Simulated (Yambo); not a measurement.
Yambo run on HgS (wurtzite, space group P6_3mc, No. 186). The wavefunctions come from this Quantum ESPRESSO step (PBEsol, PseudoDojo standard norm-conserving files, fully relativistic):

```
&CONTROL
  calculation = 'nscf'
  pseudo_dir = './pseudo'
  outdir = './out'
/
&SYSTEM
  ibrav = 0
  nat = 4
  ntyp = 2
  ecutwfc = 66.0
  ecutrho = 264.0
  occupations = 'fixed'
  force_symmorphic = .true.
  nbnd = 318
  noncolin = .true.
  lspinorb = .true.
/
&ELECTRONS
  conv_thr = 4e-09
  diago_full_acc = .true.
  diago_thr_init = 1e-08
/
ATOMIC_SPECIES
S 32.0600 S.upf
Hg 200.5920 Hg.upf
CELL_PARAMETERS angstrom
  4.156375138861   0.000000000000   0.000000000000
 -2.078187569431   3.599526457912   0.000000000000
  0.000000000000   0.000000000000   6.777353114000
ATOMIC_POSITIONS crystal
S   0.666666667000   0.333333333000   0.875677720300
S   0.333333333667   0.666666666333   0.375677720300
Hg   0.666666667000   0.333333333000   0.499322279700
Hg   0.333333333667   0.666666666333   0.999322279700
K_POINTS automatic
3 3 2 0 0 0
```

Yambo input:

```
rim_cut
gw0
dyson
el_el_corr
HF_and_locXC
ppa
em1d
RandQpts= 1000000
RandGvec= 1 Ry
EXXRLvcs= 66 Ry
VXCRLvcs= 264 Ry
Chimod= "HARTREE"
% BndsRnXp
 17 | 316 |
%
NGsBlkXp= 7 Ry
% LongDrXp
 1.0 | 1.0 | 1.0 |
%
PPAPntXp= 27.2114 eV
% GbndRnge
 1 | 316 |
%
GTermKind= "BG"
DysSolver= "n"
ExtendOut
% QPkrange
 1 | 1 | 50 | 54 |
 2 | 2 | 52 | 53 |
 5 | 5 | 52 | 53 |
 6 | 6 | 52 | 53 |
%
```

k points by index: 1 = Γ, 2 = A, 5 = K, 6 = H.

The o-*.qp file then holds:

```
#    K-point    Band    Eo [eV]    E [eV]    E-Eo [eV]    Vxc [eV]    Vnlxc [eV]    Sc|Eo [eV]    Sc|E [eV]    dSc/dw|Eo [eV]    Re(Z)    Im(Z)
#
    1    50    -0.075320    -0.463046    -0.387725    -15.55919    -18.00813    1.950636    2.061218    -7.759048    0.778123    -0.001433
    1    51    -0.51358E-13    -0.389676    -0.389676    -15.86514    -18.59706    2.229636    2.342248    -7.861737    0.775845    -0.001451
    1    52    0.000000    -0.389676    -0.389676    -15.86514    -18.59706    2.229636    2.342248    -7.861737    0.775845    -0.001451
    1    53    0.081105    -0.246357    -0.327462    -16.31174    -16.24548    -0.488151    -0.393720    -7.846981    0.776171    -0.001455
    1    54    0.081105    -0.246356    -0.327461    -16.31174    -16.24549    -0.488145    -0.393714    -7.846984    0.776171    -0.001455
    2    52    -0.457261    -0.834856    -0.377595    -15.65036    -18.24053    2.103958    2.212577    -7.825601    0.776645    -0.001464
    2    53    1.408873    1.517004    0.108132    -12.37470    -8.752654    -3.486012    -3.513914    -7.015337    0.795031    -0.001358
    5    52    -1.851997    -2.317961    -0.465964    -14.20982    -17.34348    2.533000    2.667701    -7.863820    0.775797    -0.001804
    5    53    3.445939    3.708391    0.262452    -13.51674    -8.949577    -4.232981    -4.304706    -7.437639    0.785343    0.453312E-3
    6    52    -1.437674    -1.889271    -0.451597    -14.53939    -17.59213    2.469594    2.601146    -7.924628    0.774455    -0.001590
    6    53    2.996718    3.254429    0.257711    -13.03151    -8.722767    -3.983416    -4.051032    -7.134210    0.792275    -0.002231
```
(The two width columns are left out.) Convergence of these settings isn't established.

Geometry relaxed with PBEsol.

This is not the ordinary phase of the substance; no match was found in the copy of COD used, and its stability was not checked.
